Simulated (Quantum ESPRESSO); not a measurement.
# Kohn-Sham bands of TaAs (I4₁md)

```
TaAs
1.0
    0.00000    -3.44363     0.00000
    3.44363     0.00000     0.00000
   -1.72182     1.72182     5.86794
Ta As
2 2
Direct
  0.24997   0.74997   0.49994
  0.49997   0.49997   0.99994
  0.83263   0.33263   0.66526
  0.08263   0.08263   0.16526
```

Structure: Materials Project mp-1936, symmetrised, not relaxed again. Not found in the COD (Crystallography Open Database) copy used; not checked further. Method: LDA plane waves in Quantum ESPRESSO 7.5 (PseudoDojo norm-conserving files, 64 Ry, no spin polarisation, no spin-orbit coupling), Bloch states on a 6×6×6 mesh through Γ, Wannier90 4.0.1. Density: 10×10×10 mesh, cold smearing 0.01 Ry. Spin-orbit coupling is left out although heavy elements are present.

Energies are relative to the Fermi level; weights are on the orthonormalised atomic waves of the pseudopotential files, averaged over the group. 56 electrons a cell are treated as valence.

| bands | from (eV) | to (eV) | filling | weight on atomic waves |
|---|---|---|---|---|
| 1–2 | -68.34 | -68.33 | filled | ___ |
| 3–12 | -36.00 | -35.89 | filled | ___ |
| 13–18 | -35.01 | -34.65 | filled | ___ |
| 19–20 | -13.98 | -11.09 | filled | ___ |

### Question
Which atomic shells make up each group?

### Answer

- 1–2, weight on atomic waves: Ta 5s 97 %
- 3–12, weight on atomic waves: As 3d 99 %
- 13–18, weight on atomic waves: Ta 5p 96 %
- 19–20, weight on atomic waves: As 4s 67 %, Ta 5d 16 %, Ta 6s 12 %

No gap over 0.05 eV opens at the Fermi level at this level of theory.
